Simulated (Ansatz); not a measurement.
Relaxed candidate structures of TiGeO$_{3}$:

A. R3m, hexagonal axes (No. 160), hR5; a = b = 5.483 Å, c = 6.933 Å, α = β = 90.00°, γ = 120.00°; Ti 3a (0.000, 0.000, 0.996); Ge 3a (0.000, 0.000, 0.410); O 9b (0.314, 0.157, 0.217)

B. R-3, hexagonal axes (No. 148), hR10; a = b = 4.977 Å, c = 19.748 Å, α = β = 90.00°, γ = 120.00°; Ti 6c (0.000, 0.000, 0.173); Ge 6c (0.000, 0.000, 0.397); O 18f (0.335, 0.009, 0.220)

Q: Rank these by energy per atom (lowest first), as PBEsol (plane waves to 420 eV, PAW, scalar-relativistic; Ansatz, a program for electronic structure) gives it.

A: B (reference, the lowest of the structures calculated here), A (+0.043 eV/atom)

Q: Give each candidate's band gap.

A: No candidate is metallic. A: 2.04 eV (no spin-orbit coupling); B: 1.13 eV (no spin-orbit coupling).

Each run could gain symmetry but not lose that of its start, so entries can be saddle points. From databases, or of a type measured for this composition: R-3, hR10; the others are generated cells (placed on structure types, drawn at random, substituted or restacked) that were not matched to a known phase here. Energies are at zero temperature and pressure, without zero-point motion. No spin polarisation in the result. Without a van der Waals term the distances between weakly bound units are poorly fixed. Gaps of cells over 8 atoms come from the SCF mesh and high-symmetry points alone.
